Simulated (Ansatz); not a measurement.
BaIrO3:
```yaml
crystal:
  lattice:
    - [4.02511, 0.00000, 0.00000]
    - [0.00000, 4.02511, 0.00000]
    - [0.00000, 0.00000, 4.02511]
  atoms:
    - { symbol: Ir, position: [0.00000, 0.00000, 0.00000] }
    - { symbol: Ba, position: [0.50000, 0.50000, 0.50000] }
    - { symbol: O, position: [0.50000, 0.00000, 0.00000] }
    - { symbol: O, position: [0.00000, 0.50000, 0.00000] }
    - { symbol: O, position: [0.00000, 0.00000, 0.50000] }
```

This is the r²SCAN-relaxed structure.

**Question.** All from DFT-r²SCAN in the program Ansatz with PAW potentials, unless another level is named. Predict the Hill bulk and shear moduli.

**Answer.** 185 and 80.7 GPa.

**Question.** Next, the highest zone-centre frequency?

**Answer.** 518 cm⁻¹.

Space group Pm-3m (cubic perovskite). The workflow started from an entry of the Crystallography Open Database (COD). Its standing as an ambient phase is unchecked. The r²SCAN relaxation kept the symmetry of its start; of distortions, only those at the zone centre were tested. The run is not spin-polarised. With an odd number of electrons in the cell and no spin polarisation, the count alone makes it a metal. As this level gives no gap, shear constants depend on the k-mesh and smearing (Fermi–Dirac, 0.1 eV here). As this level gives no gap, phonon frequencies hold no LO–TO term and depend on the k-mesh and smearing (Fermi–Dirac, 0.1 eV here). Scalar-relativistic: spin–orbit coupling is off unless named, which matters more the heavier the elements.

Potentials: the later of the program's two PAW sets.
